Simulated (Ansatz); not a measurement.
BaTiO3:
```yaml
crystal:
  lattice:
    - [0.00000, 2.85803, -2.87385]
    - [0.00000, 2.85803, 2.87385]
    - [3.96365, 0.00000, 0.00000]
  atoms:
    - { symbol: Ba, position: [0.99500, 0.00500, 0.00000] }
    - { symbol: Ti, position: [0.47948, 0.52052, 0.50000] }
    - { symbol: O, position: [0.50933, 0.97675, 0.50000] }
    - { symbol: O, position: [0.02325, 0.49067, 0.50000] }
    - { symbol: O, position: [0.51304, 0.48696, 0.00000] }
```

Relaxed with r²SCAN. Special points in fractions of this cell's reciprocal vectors: Γ (0.000, 0.000, 0.000); Y (-0.500, 0.500, 0.000); C0 (-0.497, 0.503, 0.000); Σ0 (0.497, 0.497, 0.000); Z (0.000, 0.000, 0.500); A0 (0.497, 0.497, 0.500); E0 (-0.497, 0.503, 0.500); T (-0.500, 0.500, 0.500); S (0.000, 0.500, 0.000); R (0.000, 0.500, 0.500).

List the band energies nearest the valence-band maximum at these points for r²SCAN (plane waves, PAW; program Ansatz).

In eV from the valence-band maximum; about four levels below and three above (degenerate sets whole), none deeper than 8.9 eV; points with the same levels are listed once.

```json
[
 {"k": "Γ", "below": "-1.18 -0.54 -0.51 -0.44", "above": "2.66 2.89 2.95"},
 {"k": "Y", "below": "-1.64 -0.92 -0.84 -0.26", "above": "4.12 4.18 4.46"},
 {"k": "Z", "below": "-1.65 -1.50 -1.22 -1.10", "above": "3.03 4.06 4.26"},
 {"k": "A0", "below": "-2.37 -0.21 -0.02 0.00", "above": "4.65 4.69 4.82"},
 {"k": "S", "below": "-1.80 -1.65 -0.96 -0.79", "above": "2.86 4.12 4.14"},
 {"k": "R", "below": "-1.73 -0.95 -0.91 -0.05", "above": "4.17 4.19 4.55"}
]
```

Space group Amm2. This is a known low-temperature phase of the composition, computed here at zero pressure and temperature. The r²SCAN relaxation kept the symmetry of its start; whether a distortion lowers the energy is not shown. The run is not spin-polarised. Spin–orbit coupling is left out wherever it is not named.

Potentials: the later of the program's two PAW sets.
